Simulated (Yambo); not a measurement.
Yambo run on Si (diamond, space group Fd-3m, No. 227). The wavefunctions are PBEsol (pw.x of Quantum ESPRESSO, ONCV potentials, no spin-orbit coupling) ones on a 4×4×4 mesh (4 occupied bands); a = 3.8412 Å, b = 3.8412 Å, c = 3.8412 Å, α = 60.00°, β = 60.00°, γ = 60.00°.

Yambo input:

```
rim_cut
gw0
dyson
el_el_corr
HF_and_locXC
ppa
em1d
RandQpts= 1000000
RandGvec= 1 Ry
EXXRLvcs= 36 Ry
VXCRLvcs= 144 Ry
Chimod= "HARTREE"
% BndsRnXp
 1 | 148 |
%
NGsBlkXp= 1 Ry
% LongDrXp
 1.0 | 1.0 | 1.0 |
%
PPAPntXp= 27.2114 eV
% GbndRnge
 1 | 148 |
%
GTermKind= "BG"
DysSolver= "n"
ExtendOut
% QPkrange
 1 | 1 | 4 | 5 |
 7 | 7 | 5 | 5 |
%
```

k points by index: 1 = Γ, 7 = X.

Resulting energies as the program prints them:

```
#    K-point    Band    Eo [eV]    E [eV]    E-Eo [eV]    Vxc [eV]    Vnlxc [eV]    Sc|Eo [eV]    Sc|E [eV]    dSc/dw|Eo [eV]    Re(Z)    Im(Z)
#
    1    4    0.000000    0.028515    0.028515    -11.23198    -12.89738    1.700732    1.693913    -6.527088    0.806536    -0.001523
    1    5    2.512798    3.185954    0.673156    -10.01589    -5.737017    -3.438410    -3.605712    -6.761413    0.800972    -0.001619
    7    5    0.595904    1.081939    0.486035    -9.044162    -5.166888    -3.276237    -3.391239    -6.436760    0.808701    -0.001494
```
(The two width columns are left out.) Convergence of these settings isn't established.

Geometry relaxed with PBEsol.
